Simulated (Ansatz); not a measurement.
One crystal and one scan (energy over volume and axial ratio) at two levels, PBEsol (plane waves to 420 eV, PAW, scalar-relativistic; Ansatz, a program for electronic structure) and PBE (plane waves to 420 eV, PAW, scalar-relativistic; Ansatz), each from its own relaxed cell and on its own mesh. The cell shown is that of PBEsol.

SiO₂ (rutile)

```
CELL_PARAMETERS angstrom
      4.19454     0.00000     0.00000
      0.00000     4.19454     0.00000
      0.00000     0.00000     2.67824
ATOMIC_POSITIONS crystal
  Si 0.50000 0.50000 0.50000
  Si 0.00000 0.00000 0.00000
  O  0.80605 0.80605 0.50000
  O  0.30605 0.69395 0.00000
  O  0.69395 0.30605 0.00000
  O  0.19395 0.19395 0.50000
```

Grid over V/V₀ and (c/a)/(c/a)₀, subscript 0 meaning the relaxed cell; the conventional c axis lies along z; no internal relaxation.

Energies are smeared free energies. SiO2 was relaxed with its symmetry unable to fall. The PAW data are Ansatz's earlier set. As the atoms are clamped, bonds stretch with the cell, which overstates energies and stresses. Percentages come from the unrounded values. Both scans cover V/V₀ from 0.920 to 1.080 and (c/a)/(c/a)₀ from 0.960 to 1.040.

Results of PBEsol:

Lattice constant a (Å): 4.195
Lattice constant c (Å): 2.678
Relaxed volume (Å³/atom): 7.85
Modulus against c/a change at fixed volume, (3/4V)·∂²E/∂(ln c/a)² (fit, atoms clamped) (GPa): 228

Problem. Estimate the PBE values.

Solution. 
| quantity | PBE | PBEsol − PBE |
|---|---|---|
| Lattice constant a (Å) | 4.236 | -0.041 (-1.0 %) |
| Lattice constant c (Å) | 2.690 | -0.012 (-0.4 %) |
| Relaxed volume (Å³/atom) | 8.04 | -0.19 (-2.4 %) |
| Modulus against c/a change at fixed volume, (3/4V)·∂²E/∂(ln c/a)² (fit, atoms clamped) (GPa) | 220 | +8 (+4 %) |

PBEsol gives the higher value for: modulus against c/a change at fixed volume. PBEsol gives the lower value for: lattice constant a; lattice constant c; relaxed volume. Neither level is exact: the differences show how much the result hangs on the functional.

(A scan under strain: stresses follow from slopes of the energy per volume, elastic moduli from its curvatures.)
